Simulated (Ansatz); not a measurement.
GeB2Mo2:
Space group P-6m2 (No. 187); a = 3.1337 Å, b = 3.1337 Å, c = 6.7538 Å, α = 90.00°, β = 90.00°, γ = 120.00°

```json
[
 {"atom": "Mo", "site": "2h", "symmetry": "3m.", "x": "0.3333", "y": "0.6667", "z": "0.2813"},
 {"atom": "Ge", "site": "1a", "symmetry": "-6m2", "x": "0.0000", "y": "0.0000", "z": "0.0000"},
 {"atom": "B", "site": "1b", "symmetry": "-6m2", "x": "0.0000", "y": "0.0000", "z": "0.5000"},
 {"atom": "B", "site": "1f", "symmetry": "-6m2", "x": "0.6667", "y": "0.3333", "z": "0.5000"}
]
```

Relaxed at zero pressure with r²SCAN (plane waves, PAW; program Ansatz).

Question: The volume is raised by 9 % and shape and atoms relax at that volume. What pressure results, and how do the axes share the change?

Answer: -17.6 GPa; a 2.8 %, b 2.8 %, c 3.1 %; the energy rises by 62 meV/atom.

Question: Give the new structure.

Answer: 
Space group P-6m2 (No. 187); a = 3.2222 Å, b = 3.2222 Å, c = 6.9630 Å, α = 90.00°, β = 90.00°, γ = 120.00°

| atom | site | symmetry | x | y | z |
|---|---|---|---|---|---|
| Mo | 2h | 3m. | 0.3333 | 0.6667 | 0.2862 |
| Ge | 1a | -6m2 | 0.0000 | 0.0000 | 0.0000 |
| B | 1b | -6m2 | 0.0000 | 0.0000 | 0.5000 |
| B | 1f | -6m2 | 0.6667 | 0.3333 | 0.5000 |

The phase is kept; no other phase was compared at this pressure.

The start of the workflow was typed in or built on a structure type; neither database checked (COD, Materials Project) lists it. Its standing as an ambient phase is unchecked. The r²SCAN relaxation kept the symmetry of its start; whether a distortion lowers the energy is not shown. No spin polarisation was allowed.

Potentials: the earlier of the program's two PAW sets. The files were generated under PBE; for other functionals the program regenerates the frozen cores, and for LDA and PBEsol the local potential too.
